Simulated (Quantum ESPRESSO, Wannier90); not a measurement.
## Wannier functions of SnTe (rock salt)

```
CELL_PARAMETERS angstrom
      0.00000     3.18581     3.18581
      3.18581     0.00000     3.18581
      3.18581     3.18581     0.00000
ATOMIC_POSITIONS crystal
  Sn 0.00000 0.00000 0.00000
  Te 0.50000 0.50000 0.50000
```

Materials Project entry mp-1883; symmetrised, unrelaxed at this level. COD (Crystallography Open Database) has an entry of this formula and space group (matched by these alone). Method: PBEsol plane waves in Quantum ESPRESSO 7.5 (PseudoDojo norm-conserving files, 66 Ry, no spin polarisation, no spin-orbit coupling), Bloch states on a 8×8×8 mesh through Γ, Wannier90 4.0.1. Density: 8×8×8 mesh, cold smearing 0.01 Ry. Spin-orbit coupling is left out although heavy elements are present.

Energies are relative to the Fermi level.

**Bands.** No gap over 0.05 eV opens at the Fermi level at this level of theory. 3 filled groups are cut off by gaps; the highest, bands 11, spans -12.59 to -11.04 eV and is Te 5s 78 %, Sn 5p 14 %, Sn 5s 7 %.

**Model.** 8 functions (Sn sp, Te sp) from bands 11-25, frozen to 1.50 eV, reach Ω_I = 13.10 Å² and follow pw.x to 4.4 meV rms (states up to 1.0 eV relative to the Fermi level).

**No window.** Without a frozen window Ω_I drops to 10.88 Å² while the misfit grows to 240 meV: a small spread is no proof of good bands.

**Outer window.** The setting "outer window to 6.99 eV" raises Ω_I to 14.97 Å², as fewer states are left to mix in, and the misfit goes to 1.3 meV.

**Stops.** With the frozen window to 5.50 eV the program stops (More states in the frozen window than target WFs).
